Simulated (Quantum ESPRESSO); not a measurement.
# Kohn-Sham bands of SiNi3 (Cu3Au type)

```
CELL_PARAMETERS angstrom
      3.46374     0.00000     0.00000
      0.00000     3.46374     0.00000
      0.00000     0.00000     3.46374
ATOMIC_POSITIONS crystal
  Si 0.00000 0.00000 0.00000
  Ni 0.00000 0.50000 0.50000
  Ni 0.50000 0.00000 0.50000
  Ni 0.50000 0.50000 0.00000
```

Materials Project entry mp-828; symmetrised, unrelaxed at this level. COD (Crystallography Open Database) has an entry of this formula and space group (matched by these alone). Method: PBEsol plane waves in Quantum ESPRESSO 7.5 (PseudoDojo norm-conserving files, 79 Ry, no spin polarisation, no spin-orbit coupling), Bloch states on a 6×6×6 mesh through Γ, Wannier90 4.0.1. Density: 10×10×10 mesh, cold smearing 0.01 Ry. A non-magnetic state is assumed; magnetic ones were not tried.

Energies are relative to the Fermi level; weights are on the orthonormalised atomic waves of the pseudopotential files, averaged over the group. 58 electrons a cell are treated as valence.

Q: Into which isolated groups do the bands fall, where do they lie and what are they made of?

A: 
```tsv
bands	from (eV)	to (eV)	filling	weight on atomic waves
1–3	-103.01	-102.97	filled	Ni 3s 98 %
4–12	-63.63	-63.34	filled	Ni 3p 100 %
13	-12.24	-8.33	filled	Si 3s 52 %, Ni 4s 30 %, Ni 3d 9 %
```

No gap over 0.05 eV opens at the Fermi level at this level of theory.
